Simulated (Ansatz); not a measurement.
# CaBe2Ge2: relaxation (Ansatz)

input.yaml:

```yaml
crystal:
  lattice:
    - [4.075137, 0.0, 0.0]
    - [0.0, 4.075137, 0.0]
    - [0.0, 0.0, 10.056059]
  atoms:
    - { symbol: Ge, position: [0.25, 0.25, 0.368] }
    - { symbol: Ge, position: [0.75, 0.75, 0.632] }
    - { symbol: Ca, position: [0.25, 0.25, 0.749] }
    - { symbol: Ca, position: [0.75, 0.75, 0.251] }
    - { symbol: Be, position: [0.25, 0.25, 0.108] }
    - { symbol: Be, position: [0.75, 0.75, 0.892] }
    - { symbol: Ge, position: [0.75, 0.25, 0.0] }
    - { symbol: Ge, position: [0.25, 0.75, 0.0] }
    - { symbol: Be, position: [0.75, 0.25, 0.5] }
    - { symbol: Be, position: [0.25, 0.75, 0.5] }
  symmetry: { tolerance: 0.0003 }
kpoints:
  mp_grid: { grid: [8, 8, 3], shift: [0, 0, 0] }
magnetization:
  spin_polarized: false
scf:
  occupations: { method: gaussian, width: 0.1202 }
  lower_state_search: "off"
hamiltonian:
  pseudopotentials: { kind: paw }
  xc: r2scan
basis:
  ecutwfc: 500
  fft_grid_basis: typed
relax:
  max_steps: 80
  cell: { p_target: 0.0 }
  f_tol: 0.03
output:
  forces: true
  stress: true
  eigenvalues: true
  populations: true
  elf: true
  write_potential: true
  volumetric_format: npy
  dos:
    e_range: [-12, 8]
    de: 0.05
    projected: { site_lists: { Be: [Be], Ca: [Ca], Ge: [Ge] } }
  bader: false
checkpoint:
  read: saved_state
```

Run with:

```bash
ansatz run input.yaml --threads 2 --pin off --max-ram 2560MiB --backend cpu --events-out ev --progress --plain --runs-dir out
```

Origin of the cell: a database entry, scaled a little.

The saved state is a converged single point of the same cell.

Excerpt of the output:

```
Pseudopotentials: kind: paw
Pseudopotential: Ge, paw, valence charge 14, recommended cutoff 500 eV (meta_gga), Ge.paw.azcp
Pseudopotential: Ca, paw, valence charge 10, recommended cutoff 500 eV (meta_gga), Ca.paw.azcp
Pseudopotential: Be, paw, valence charge 2, recommended cutoff 500 eV (meta_gga), Be.paw.azcp
Functional definition: r2SCAN
  exchange = r2scan_x(k0 = k0, k1 = k1, a1 = a1)
  correlation = r2scan_c
Crystal: 10 atoms, lattice volume = 166.998 Å³
Basis set: ecut = 500 eV, 4269 PW (Γ), exchange–correlation on 120×120×300 points (64 copies of the dense FFT grid, shifted against one another)
Bands: 52, of which v1, the nominal top of the filled ones, is band 42 counted from 1 (41 counted from 0)
Symmetry: 16 space group operations
[… 12 lines left out …]
Initial density: read from a saved state, or passed on in memory by an earlier SCF of this step, an earlier step, the calling program or the single point that the run made first
Functional: x = r2scan, c = r2scan; τ floored in thin density (d = 2e-4 eV/Å³)
SCF iter   1: F=-21230.746314 eV  HF=-21230.767539 eV  Δρ=1.44e-3  dr2=2.44e-2  dr2_τ=2.25e-4
SCF iter   2: F=-21230.753525 eV  HF=-21230.766508 eV  Δρ=9.75e-4  dr2=1.44e-2  dr2_τ=3.47e-5
SCF iter   3: F=-21230.762480 eV  HF=-21230.764421 eV  Δρ=3.74e-4  dr2=1.96e-3  dr2_τ=6.38e-6
SCF iter   4: F=-21230.763964 eV  HF=-21230.764060 eV  Δρ=2.40e-4  dr2=2.49e-4  dr2_τ=4.88e-6
SCF iter   5: F=-21230.764086 eV  HF=-21230.764099 eV  Δρ=6.91e-5  dr2=2.91e-5  dr2_τ=5.31e-7
SCF iter   6: F=-21230.764010 eV  HF=-21230.764010 eV  Δρ=2.42e-5  dr2=1.61e-6  dr2_τ=5.05e-8
SCF iter   7: F=-21230.764010 eV  HF=-21230.764011 eV  Δρ=1.10e-5  dr2=2.08e-7  dr2_τ=4.99e-9
SCF iter   8: F=-21230.764010 eV  HF=-21230.764010 eV  Δρ=4.55e-6  dr2=3.65e-8  dr2_τ=1.42e-9
relax step   1: F+E_penalty+E_count = -21230.764010 eV  Δ(F+E_penalty+E_count) = +0.000e0 eV  max|allowed force component| = 1.837e0 eV/Å  Δτ_max = 0.0000 Å  P = -2.096 GPa  Ω = 166.998 Å³  ( […]
relax step   2: F+E_penalty+E_count = -21231.339712 eV  Δ(F+E_penalty+E_count) = -5.757e-1 eV  max|allowed force component| = 5.860e-1 eV/Å  Δτ_max = 0.1974 Å  P = +0.197 GPa  Ω = 158.539 Å³ […]
relax step   3: F+E_penalty+E_count = -21231.375929 eV  Δ(F+E_penalty+E_count) = -3.622e-2 eV  max|allowed force component| = 2.183e-1 eV/Å  Δτ_max = 0.0954 Å  P = -0.010 GPa  Ω = 158.520 Å³ […]
relax step   4: F+E_penalty+E_count = -21231.383428 eV  Δ(F+E_penalty+E_count) = -7.499e-3 eV  max|allowed force component| = 2.773e-2 eV/Å  Δτ_max = 0.0238 Å  P = -0.091 GPa  Ω = 158.715 Å³ […]
relax step   5: F+E_penalty+E_count = -21231.383765 eV  Δ(F+E_penalty+E_count) = -3.368e-4 eV  max|allowed force component| = 1.549e-2 eV/Å  Δτ_max = 0.0072 Å  P = +0.032 GPa  Ω = 158.468 Å³ […]
relax step   6: F+E_penalty+E_count = -21231.382143 eV  Δ(F+E_penalty+E_count) = +1.622e-3 eV  max|allowed force component| = 1.533e-2 eV/Å  Δτ_max = 0.0000 Å  P = +0.025 GPa  Ω = 158.468 Å³  stress off target by 3.67e-2 GPa […]
SCF 6 converged in 7 iterations: F = -21231.382143 eV  dr2 = 8.84e-11
basis re-selected at this cell: Δ(F+E_penalty+E_count) = +1.622e-3 eV, ΔP = -0.007 GPa vs the last step (what re-selecting the basis moved, of the pressure what is left beyond the Pulay corre […]
SCF converged after 7 iterations
Free energy (F): -21231.382143 eV
Harris-Foulkes:  -21231.382143 eV  (|F-HF|=7.28e-11)
Internal energy: -21231.370370 eV  (E = F + TS)
E sigma→0 (E₀):  -21231.376256 eV
Entropy (-TS):   -0.011773 eV (-1.177 meV/atom)
Fermi energy:    9.748534 eV
--- Per-component energies (eV) ---
  E_band       = -762.272081
  E_kinetic    = 1083.556589
  E_local      = -11134.305900  (includes V_loc(G=0)·N_el)
  E_nonlocal   = 1821.681459
  E_hartree    = 4802.508773
  E_xc         = -627.835839
  E_vxc        = -751.894629  (∫ρ·V_xc dr)
  E_paw        = -10106.314255  (= ΣΔE_a)
  E_vpaw       = -1428.672955  (= ΣTr[D̂ρ^β])
  E_aug_tail   = 0.000062  (compensation charges beyond the density's cutoff)
  E_vtau       = 42.346034  (kinetic-family band-sum trace: ∫τ·v_τ [+ j·A + Jᵃ·Aᵃ] dr)
  E_ewald      = -7065.828756
  E_core_change = -4.832502  (= ΣΔE_core)
  E_smearing   = -0.011773  (= −TS)
  Σ components = -21231.382143   (vs F -21231.382143, Δ=0.00e0)
--- Forces (eV/Å), atoms counted from 1 ---
  atom   1  Ge     0.000000     0.000000     0.015335
  atom   2  Ge     0.000000     0.000000    -0.015335
  atom   3  Ca     0.000000     0.000000    -0.001989
  atom   4  Ca     0.000000     0.000000     0.001989
  atom   5  Be     0.000000     0.000000     0.000882
  atom   6  Be     0.000000     0.000000    -0.000882
  atom   7  Ge     0.000000     0.000000    -0.000000
  atom   8  Ge     0.000000     0.000000     0.000000
  atom   9  Be     0.000000     0.000000     0.000000
  atom  10  Be     0.000000     0.000000     0.000000
  max |Σ_I F_I| component: 4.34e-17 eV/Å
--- Stress (GPa, compression-positive) ---
        0.019718       0.000000       0.000000
        0.000000       0.019718       0.000000
        0.000000       0.000000       0.036735
  P = ⅓ Tr σ = 0.0254 GPa (0.254 kbar)
--- Relaxed structure (5 steps of the walk, 5 accepted, 1 SCFs on fresh bases) ---
  F+E_penalty+E_count = -21231.382143 eV   max|allowed force component| = 1.533e-2 eV/Å   (the final SCF, on the basis selected at the relaxed cell)
  cell:  # Å, volume = 158.4677 Å³
    - [4.015409, 0.0, 0.0]
    - [0.0, 4.015409, 0.0]
    - [0.0, 0.0, 9.828364]
  atoms:
    - { symbol: Ge, position: [0.25, 0.25, 0.367293] }
    - { symbol: Ge, position: [0.75, 0.75, 0.632707] }
    - { symbol: Ca, position: [0.25, 0.25, 0.746259] }
    - { symbol: Ca, position: [0.75, 0.75, 0.253741] }
    - { symbol: Be, position: [0.25, 0.25, 0.134587] }
    - { symbol: Be, position: [0.75, 0.75, 0.865413] }
    - { symbol: Ge, position: [0.75, 0.25, 0.0] }
    - { symbol: Ge, position: [0.25, 0.75, 0.0] }
    - { symbol: Be, position: [0.75, 0.25, 0.5] }
    - { symbol: Be, position: [0.25, 0.75, 0.5] }
--- Löwdin populations: 10 sites ---
  site symbol       q [e]
     0     Ge     16.0656
     1     Ge     16.0656
     2     Ca      8.3579
     3     Ca      8.3579
     4     Be      0.6435
     5     Be      0.6435
     6     Ge     15.2062
     7     Ge     15.2062
     8     Be      0.6424
     9     Be      0.6424
  spilling = 0.025818 (of n_electrons = 84.000000)
```

The starting structure.

Space group P4/nmm (No. 129); the run's cell has a = 4.075 Å, b = 4.075 Å, c = 10.056 Å, α = 90.00°, β = 90.00°, γ = 90.00°. Shortest distances: Be–Ge 2.31 Å, Ge–Ge 2.88 Å, Be–Be 2.88 Å, Ca–Ge 3.11 Å, Be–Ca 3.22 Å.

After:

Space group P4/nmm (No. 129); the run's cell has a = 4.015 Å, b = 4.015 Å, c = 9.828 Å, α = 90.00°, β = 90.00°, γ = 90.00°. Shortest distances: Be–Ge 2.29 Å, Ge–Ge 2.84 Å, Be–Be 2.84 Å, Ca–Ge 3.05 Å, Be–Ca 3.07 Å.

```yaml
Free_energy_lowered_by: 61.8 meV/atom
Volume_change: -5.11 %
Final_pressure: 0.03 GPa
Relaxation_steps_listed: 6
Formation_energy_elements_under_the_same_functional_gases_as_molecules_uncorrected: -0.306 eV/atom
```

Caveats: the relaxation held the start's symmetry, so the end may be a saddle point.

The run took 140 s of wall time on 2 CPU thread(s) of a shared host, from a saved density.
